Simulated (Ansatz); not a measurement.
# NbFeAs6, a known structure type with other elements, at an estimated volume

```
As Fe Nb
1.0
     3.17399    5.49751    0.00000
    -3.17399    5.49751    0.00000
     0.00000   -3.66501    5.54896
As Fe Nb
6 1 1
Direct
  0.35570 0.17130 0.26490
  0.73790 0.35570 0.26490
  0.17130 0.73790 0.26490
  0.64430 0.82870 0.73510
  0.26210 0.64430 0.73510
  0.82870 0.26210 0.73510
  0.00000 0.00000 0.00000
  0.50000 0.50000 0.50000
```

Level: PBE, with U_eff = 5.79 eV on Fe d (all-electron-ortho-atomic projectors), no spin polarisation; 420 eV; 6×6×6 Γ-centred mesh; fermi-dirac occupations (width 0.1 eV); Ansatz 0.2.0, fixed geometry.

Question: What does the stress say?

Answer: The pressure is 13.3 GPa (compression positive), so with the atoms held at these fractions the cell would first expand; the forces are large, so a full relaxation may end otherwise.

Question: Which element gives electrons and which takes them?

Answer: Bader charges in e: Nb +0.80, Fe +0.40, As -0.20. In the mean Nb gives up most and As takes most.

Question: Which atom feels the largest force, and which way?

Answer: The largest is on As2 (and as large on other atoms): 5.00 eV/Å, components (2.87, 2.75, -3.04). It makes 176° with the line to a nearest neighbour, Nb8 at 2.25 Å, pointing away from it.

Question: Is there a gap?

Answer: It is a metal, with about 4.5 states/eV a cell as the mean within 0.25 eV of the Fermi level, mostly As p (79 %).

Question: Describe some of the short contacts.

Answer: As–Nb at 2.25 Å: least valence density 0.77 e/Å³ and ELF 0.44 there. As–Fe at 2.49 Å: least valence density 0.35 e/Å³ and ELF 0.12 there. Both are smooth PAW fields, read partly inside the augmentation spheres.

Origin: a known structure type with other elements, at an estimated volume, so it need not be a known compound. Caveats: no spin polarisation, so a magnetic state may lie lower; atoms or cell far from equilibrium.
